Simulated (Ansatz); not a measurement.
# How much do the gradients of Ti depend on the method?

Cell: a COD entry, whose atoms a relaxation with PBE at fixed cell left in place.

```yaml
crystal:
  lattice:
    - [2.95000, 0.00000, 0.00000]
    - [-1.47500, 2.55477, 0.00000]
    - [0.00000, 0.00000, 4.68600]
  atoms:
    - { symbol: Ti, position: [0.33333, 0.66667, 0.25000] }
    - { symbol: Ti, position: [0.66667, 0.33333, 0.75000] }
```

Sites (sets of like atoms) are named by element and the number of their first atom in this list.

First run. All values are calculated (Ansatz; DFT, PBE, plane waves and PAW, scalar-relativistic, 420 eV cutoff, Γ-centred 18×18×10 k-points, Fermi–Dirac smearing 0.05 eV), not measured.

| site | atom | V_zz (10²¹ V/m²) | η |
| --- | --- | --- | --- |
| Ti | 1 | 1.86 | 0.00 |

Second run. The same atoms and settings, except that the functional is PBEsol.

Problem. What does the second run give?

Solution. 

```json
{"site": "Ti", "atom": "1", "V_zz": "1.87", "η": "0.00", "change of V_zz": "+0.01"}
```

No V_zz moves by more than 0.01.

With no gap above 0.1 eV, as in a metal, the gradients converge slowly in k; expect changes of a tenth or more on a denser mesh.
For the second run: At this cell the PBEsol pressure is -6 GPa, so with PBEsol the cell would shrink if it were relaxed.
